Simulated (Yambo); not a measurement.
Yambo run on HgI (space group I4/mmm, No. 139). The wavefunctions are PBEsol (Quantum ESPRESSO, PseudoDojo norm-conserving, 70 Ry, scalar-relativistic) ones on a 4×4×4 mesh (27 occupied bands); a = 6.813 Å, b = 6.813 Å, c = 6.813 Å, α = 138.21°, β = 138.21°, γ = 60.58°.

Yambo input:

```
rim_cut
gw0
dyson
el_el_corr
HF_and_locXC
cohsex
em1s
RandQpts= 1000000
RandGvec= 1 Ry
EXXRLvcs= 70 Ry
VXCRLvcs= 280 Ry
Chimod= "HARTREE"
% BndsRnXs
 9 | 163 |
%
NGsBlkXs= 6 Ry
% LongDrXs
 1.0 | 1.0 | 1.0 |
%
ExtendOut
% QPkrange
 6 | 6 | 27 | 27 |
 8 | 8 | 27 | 28 |
%
```

k points by index: 6 = N, 8 = P.

Resulting energies as the program prints them:

```
#    K-point    Band    Eo [eV]    E [eV]    E-Eo [eV]    Vxc [eV]    Vnlxc [eV]    Sc|Eo [eV]    Re(Z)    Im(Z)
#
    6    27    0.000000    -2.158228    -2.158228    -12.71943    -14.79005    -0.087605    1.000000    0.000000
    8    27    -0.565263    -2.703551    -2.138288    -11.75251    -13.55646    -0.334339    1.000000    0.000000
    8    28    1.279173    0.280269    -0.998904    -12.78151    -9.659776    -4.120634    1.000000    0.000000
```
(The two width columns are left out.) Convergence of these settings isn't established.

Spin-orbit coupling is not included.

Geometry relaxed with PBE+D3(BJ).
